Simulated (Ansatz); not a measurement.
Data:

SnGe:
```
CELL_PARAMETERS angstrom
      4.39957     0.00000     0.00000
      0.00000     4.37149     0.00000
      0.00000     0.00000    12.53744
ATOMIC_POSITIONS crystal
  Ge 0.25000 0.00000 0.33710
  Ge 0.25000 0.50000 0.44597
  Ge 0.75000 0.50000 0.55403
  Ge 0.75000 0.00000 0.66290
  Sn 0.25000 0.00000 0.78678
  Sn 0.25000 0.50000 0.93001
  Sn 0.75000 0.50000 0.06999
  Sn 0.75000 0.00000 0.21322
```

This is the PBE-relaxed structure.

Problem. All from the program Ansatz at the PBE level (PAW), unless another level is named. Estimate the electronic character.

Solution. metallic (no gap).

Problem. Give the formation energy from the elements (no fitted shifts).

Solution. 6.5 kJ/mol-atom.

Problem. Give the density of states at the Fermi level.

Solution. 0.13 states/eV per atom (mean over ±0.08 eV).

Space group Pmma. The start of the workflow was typed in or built on a structure type; neither database checked (COD, Materials Project) lists it. Its standing as an ambient phase is unchecked. Symmetry was held in the PBE relaxation; whether a distortion lowers the energy is not shown. The references are the lowest solids computed at this level, not always the standard phases. Spin–orbit coupling is left out wherever it is not named.

Potentials: the later of the program's two PAW sets.
